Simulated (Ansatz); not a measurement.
Starting structure of a cell relaxation (symmetry kept):

```xyz
6
Lattice="3.6532 0.0000 0.0000 0.0000 3.6532 0.0000 0.0000 0.0000 7.1687" Properties=species:S:1:pos:R:3 pbc="T T T"
Zr    1.8266    0.0000    4.5997
Zr    0.0000    1.8266    2.5691
V     0.0000    0.0000    0.0000
V     1.8266    1.8266    0.0000
Si    1.8266    0.0000    1.7549
Si    0.0000    1.8266    5.4139
```

The calculation used DFT PBEsol, scalar-relativistic, plane waves, PAW (Ansatz).

Settings: cutoff 420 eV, Γ-centred mesh 10×10×6 on the computed 6-atom cell, Gaussian smearing of 0.10 eV; no spin polarisation.

**Question.** What does it relax to?

**Answer.** The volume drops by 0.02 Å³/atom to 15.93 Å³/atom, and the energy falls by 0.2 meV/atom. Final structure:
```
Zr V Si
1.0
     3.64906    0.00000    0.00000
     0.00000    3.64906    0.00000
     0.00000    0.00000    7.17755
Zr V Si
2 2 2
Cartesian
  1.8245 0.0000 4.6003
  0.0000 1.8245 2.5772
  0.0000 0.0000 0.0000
  1.8245 1.8245 0.0000
  1.8245 0.0000 1.7622
  0.0000 1.8245 5.4153
```